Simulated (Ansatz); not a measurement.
Relaxed CsPbCl3 (cubic perovskite):

```yaml
crystal:
  lattice:
    - [5.61855, 0.00000, 0.00000]
    - [0.00000, 5.61855, 0.00000]
    - [0.00000, 0.00000, 5.61855]
  atoms:
    - { symbol: Cs, position: [0.00000, 0.00000, 0.00000] }
    - { symbol: Pb, position: [0.50000, 0.50000, 0.50000] }
    - { symbol: Cl, position: [0.00000, 0.50000, 0.50000] }
    - { symbol: Cl, position: [0.50000, 0.50000, 0.00000] }
    - { symbol: Cl, position: [0.50000, 0.00000, 0.50000] }
```

Scan: atom 2 (Pb, nearest neighbour Cl at 2.809 Å; its periodic images, 5.6 Å or more away, move with it) is displaced along Cartesian [110], direction (0.707, 0.707, 0.000) in Cartesian axes, by s. The other atoms stay.

All values below come from PBEsol (plane waves to 420 eV, PAW, scalar-relativistic; Ansatz, a quantum-chemistry and plane-wave program). k mesh 5×5×5 (Γ-centred), Fermi-Dirac smearing 0.05 eV. E stands for the smeared free energy. CsPbCl3 was relaxed with its symmetry unable to fall. Spin-orbit coupling is left out, though Pb is heavy. This is a high-temperature form of CsPbCl3. ΔE is measured from the undisplaced structure.

```csv
s (Å),ΔE (meV/cell)
-0.560,withheld
-0.448,346
-0.336,173
-0.224,69
-0.112,16
0.000,0
0.112,16
0.224,69
0.336,173
0.448,346
0.560,withheld
```

Problem. Fit an even polynomial form (powers 2, 4) to the given rows and predict ΔE at s = -0.560.

Solution. Least squares on the 9 given rows: ΔE = (1274)·s² + (2243)·s⁴, in meV/cell with s in Å; root-mean-square residual 0.4 meV/cell. At -0.560 the fit gives 620 meV/cell; the calculation gives 610 meV/cell, so the extrapolation is off by 10 (+1.6 %). The quadratic term alone would give 400 meV/cell.

(A displaced cell: forces are minus the slopes of the energy, force constants its curvatures, and phonons follow from these.)
